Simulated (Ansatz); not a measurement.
Input and command of a plane-wave DFT calculation in Ansatz:

```yaml
crystal:
  lattice:
    - [0.0, 2.251161969, 2.251161969]
    - [2.251161969, 0.0, 2.251161969]
    - [2.251161969, 2.251161969, 0.0]
  atoms:
    - { symbol: Hf, position: [0.0, 0.0, 0.0] }
    - { symbol: "N", position: [0.5, 0.5, 0.5] }
basis:
  ecutwfc: 420
kpoints:
  mp_grid: { grid: [16, 16, 16] }
hamiltonian:
  xc: pbesol
scf:
  occupations: { method: fermi_dirac, width: 0.15 }
output:
  forces: true
  stress: true
  eigenvalues: true
relax:
  adjacent_minimum: "off"
  f_tol: 0.001
  max_steps: 60
  cell: { stress_tol: 0.02, p_target: 2.0 }
```

```bash
ansatz run input.yaml --threads 1 --pin off --max-ram 3072MiB --backend cpu --events-out ev --progress --plain --runs-dir out
```

Processor: Intel(R) Xeon(R) 6975P-C (Granite Rapids), 1 thread, on a host shared with other jobs.

Problem. How long does it run, and how much memory does it take?

Solution. About 16 s on 1 thread of Intel(R) Xeon(R) 6975P-C (Granite Rapids), on a shared host, peak memory 0.43 GiB. It solves 20 bands at 145 k points (the mesh reduced by the symmetry that the task leaves, which can be less than the crystal's) with about 459 plane waves (on the last cell), in 33 SCF iterations over 6 ionic steps.
